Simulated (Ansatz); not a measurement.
Na:
```yaml
crystal:
  lattice:
    - [-2.02655, 2.02655, 2.02655]
    - [2.02655, -2.02655, 2.02655]
    - [2.02655, 2.02655, -2.02655]
  atoms:
    - { symbol: Na, position: [0.00000, 0.00000, 0.00000] }
```

Relaxed with DFT-LDA in the program Ansatz with PAW potentials. Indices refer to the conventional cell of Im-3m, a = 4.0531 Å, b = 4.0531 Å, c = 4.0531 Å, α = 90.00°, β = 90.00°, γ = 90.00°.

Problem. Simulate the powder diffraction pattern (Cu Kα, λ = 1.54184 Å; lines above 1 %) up to 2θ = 90°.

Solution. Simulated powder pattern, Cu Kα, λ = 1.54184 Å (kinematic, ideal powder, no thermal factors, no anomalous dispersion; the 30 strongest lines at most, above 1 %, up to 2θ = 90°):

```csv
2θ (°),d (Å),I/Imax (%),hkl
31.21,2.866,100,(110)
44.72,2.027,18,(200)
55.54,1.655,34,(211)
65.09,1.433,9.8,(220)
73.95,1.282,12,(310)
82.43,1.170,2.9,(222)
```

The cell was relaxed with LDA under the symmetry of its start.

Potentials: the earlier of the program's two PAW sets. The files were generated under PBE; for other functionals the program regenerates the frozen cores, and for LDA and PBEsol the local potential too.
